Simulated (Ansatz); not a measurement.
MoS$_{2}$ (2H-MoS2 type, space group P6_3/mmc)

```
MoS2
1.0
    3.17300     0.00000     0.00000
   -1.58650     2.74790     0.00000
    0.00000     0.00000    12.43657
Mo S
2 4
Direct
  0.33333   0.66667   0.25000
  0.66667   0.33333   0.75000
  0.33333   0.66667   0.62491
  0.66667   0.33333   0.12491
  0.66667   0.33333   0.37509
  0.33333   0.66667   0.87509
```

This relaxed cell (volume V₀) is scaled evenly in all directions, its shape held. The atoms relax within the cell's symmetry.

The numbers are results of r2SCAN+rVV10 (plane waves to 500 eV, PAW, scalar-relativistic; Ansatz, a first-principles code), not measurements. k mesh 12×12×3 (Γ-centred), Fermi-Dirac smearing 0.05 eV. E stands for the smeared free energy. With the shape held, the modulus is that of even scaling; a crystal free to change shape is softer. MoS2 is run without spin polarisation. MoS2 was relaxed with its symmetry unable to fall. ΔE is measured from the relaxed starting cell.

| V (Å³/atom) | ΔE (meV/atom) |
|---|---|
| 16.988 | 16.9 |
| 17.259 | 9.3 |
| 17.530 | 4.0 |
| 17.801 | 1.0 |
| 18.073 | 0.0 |
| 18.344 | 0.9 |
| 18.615 | 3.6 |
| 18.886 | 8.0 |
| 19.157 | 13.8 |

Problem. What is the fitted pressure derivative B₀′?

Solution. 4.0.

Problem. What bulk modulus at fixed cell shape B₀ follows from a third-order Birch-Murnaghan fit?

Solution. 75.2 GPa.

(Under strain, the slope of the energy per volume gives the stress and its curvature an elastic modulus.)
